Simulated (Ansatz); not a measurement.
PtW:
```
CELL_PARAMETERS angstrom
      0.00000     2.60079     2.60079
      2.60079     0.00000     2.60079
      2.60079     2.60079     0.00000
ATOMIC_POSITIONS crystal
  Pt 0.00000 0.00000 0.00000
  W  0.50000 0.50000 0.50000
```

Relaxed with PBEsol. Special points in fractions of this cell's reciprocal vectors: Γ (0.000, 0.000, 0.000); X (0.500, 0.000, 0.500); U (0.625, 0.250, 0.625); K (0.375, 0.375, 0.750); L (0.500, 0.500, 0.500); W (0.500, 0.250, 0.750).

Q: List the band energies nearest the Fermi level at these points for plane-wave PAW PBEsol (Ansatz code).

A: In eV from the Fermi level; about four levels below and three above (degenerate sets whole), none deeper than 8.9 eV; points with the same levels are listed once.

```
k                          below           above
-  -----------------------------  --------------
Γ  -6.36 -6.36 -5.69 -5.69 -5.69  1.77 1.77 1.77
X        -5.03 -3.03 -3.03 -1.50  0.85 0.85 1.79
U        -4.95 -4.27 -3.34 -0.89  0.07 0.38 0.66
L  -3.35 -3.35 -2.02 -2.02 -1.92  0.24 0.24 1.27
W        -5.40 -3.82 -3.02 -1.69  0.03 0.03 0.81
```

Space group Fm-3m (rock salt). The start of the workflow was typed in or built on a structure type; neither database checked (COD, Materials Project) lists it. Its standing as an ambient phase is unchecked. The PBEsol relaxation kept the symmetry of its start; whether a distortion lowers the energy is not shown. No spin polarisation was allowed. Its formation energy is positive at this level, so the cell may be metastable or incomplete. Spin–orbit coupling is left out wherever it is not named.

Potentials: the earlier of the program's two PAW sets. The files were generated under PBE; for other functionals the program regenerates the frozen cores, and for LDA and PBEsol the local potential too.
